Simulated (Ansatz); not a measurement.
W:
Space group Fd-3m, origin choice 1 (No. 227); a = 7.389 Å, b = 7.389 Å, c = 7.389 Å, α = 90.00°, β = 90.00°, γ = 90.00°

| atom | site | symmetry | x | y | z |
|---|---|---|---|---|---|
| W | 8a | -43m | 0.0000 | 0.0000 | 0.0000 |
| W | 16d | .-3m | 0.6250 | 0.6250 | 0.6250 |
(The calculation used a cell of 6 atoms; values per cell refer to that cell.)

Relaxed with PBE.

Question: Which orbitals make up the states near the Fermi level in PBE (plane waves, PAW; program Ansatz)?

Answer: Within 0.5 eV of the Fermi level: W 5d 93 %. Projections are on Löwdin-orthogonalised atomic valence shells; empty p or d shells of many metals are not among them.

Question: Tabulate the density of states.

Answer: States/eV per cell of 6 atoms, in 0.25 eV bins, energy from the Fermi level.

```
E (eV)  total   W 5d  W 6s  W 5p
------  -----  -----  ----  ----
-7.85    0.47   0.03  0.39  0.01
-7.60    0.56   0.04  0.45  0.01
-7.35    0.66   0.06  0.52  0.02
-7.10    0.82   0.11  0.63  0.02
-6.85    1.02   0.19  0.74  0.03
-6.60    1.18   0.38  0.71  0.03
-6.35    1.33   0.57  0.68  0.03
-6.10    2.00   1.01  0.89  0.04
-5.85    2.55   1.28  1.15  0.05
-5.60    2.84   1.45  1.28  0.06
-5.35    4.17   2.62  1.43  0.06
-5.10    5.48   3.92  1.41  0.06
-4.85    6.75   5.10  1.47  0.09
-4.60    3.57   2.90  0.58  0.04
-4.35    3.48   2.91  0.48  0.05
-4.10    4.02   3.44  0.47  0.06
-3.85    4.53   4.03  0.39  0.07
-3.60    3.50   3.16  0.25  0.05
-3.35    5.82   5.34  0.35  0.06
-3.10    9.00   8.25  0.57  0.09
-2.85    7.10   6.61  0.36  0.06
-2.60    9.73   8.96  0.55  0.10
-2.35    9.42   8.76  0.39  0.11
-2.10   11.37  10.28  0.60  0.15
-1.85   10.03   8.60  0.77  0.15
-1.60    8.04   6.66  0.60  0.12
-1.35    3.20   2.61  0.23  0.05
-1.10    1.73   1.50  0.12  0.03
-0.85    2.27   2.05  0.12  0.03
-0.60    2.76   2.50  0.13  0.03
-0.35    3.94   3.59  0.17  0.03
-0.10   10.95  10.28  0.32  0.04
0.15     5.37   4.95  0.22  0.03
0.40     6.59   6.19  0.19  0.02
0.65     4.31   4.02  0.14  0.02
0.90     3.01   2.81  0.10  0.02
1.15     2.37   2.20  0.08  0.01
1.40     1.99   1.85  0.07  0.01
1.65     4.45   4.16  0.13  0.01
1.90     5.23   4.85  0.19  0.01
2.15     5.74   5.42  0.13  0.01
2.40     8.84   8.42  0.17  0.01
2.65     7.32   6.93  0.17  0.01
2.90     6.99   6.53  0.20  0.01
```

The start of the workflow was typed in or built on a structure type; neither database checked (COD, Materials Project) lists it. It is not the phase usual at ambient conditions (space group No. 229). The cell was relaxed with PBE under the symmetry of its start; its stability against distortions is not shown here. No spin polarisation was allowed. Scalar-relativistic: spin–orbit coupling is off unless named, which matters more the heavier the elements.

Potentials: the earlier of the program's two PAW sets.
